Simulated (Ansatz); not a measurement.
GaN (zinc blende)

```
CELL_PARAMETERS angstrom
      0.00000     2.27440     2.27440
      2.27440     0.00000     2.27440
      2.27440     2.27440     0.00000
ATOMIC_POSITIONS crystal
  N  0.75000 0.75000 0.75000
  Ga 0.00000 0.00000 0.00000
```

Method: PBE (plane waves to 420 eV, PAW, scalar-relativistic; Ansatz, an electronic-structure program). DFPT wavenumbers on a 10×10×10 k mesh, in cm⁻¹; i marks imaginary ones, q is in fractions of the reciprocal vectors of the cell shown, and the three acoustic modes at Γ are left out. The non-analytic (LO-TO) term is not included, so polar modes at Γ have their transverse values. GaN was relaxed with its symmetry unable to fall. The PAW data are Ansatz's earlier set.

**Question.** Is the structure dynamically stable at Γ, L = (0.5, 0.0, 0.0), X = (0.5, 0.5, 0.0)?

**Answer.** No imaginary mode at these points (lowest 134 cm⁻¹ at L = (0.5, 0.0, 0.0)); other wave vectors were not tested.

**Question.** List the wavenumbers at Γ, L = (0.5, 0.0, 0.0), X = (0.5, 0.5, 0.0), with degeneracies.

**Answer.** 
| q | wavenumbers (cm⁻¹) |
|---|---|
| Γ | 516 (×3) |
| L = (0.5, 0.0, 0.0) | 134 (×2), 325, 538 (×2), 657 |
| X = (0.5, 0.5, 0.0) | 185 (×2), 331, 576 (×2), 648 |
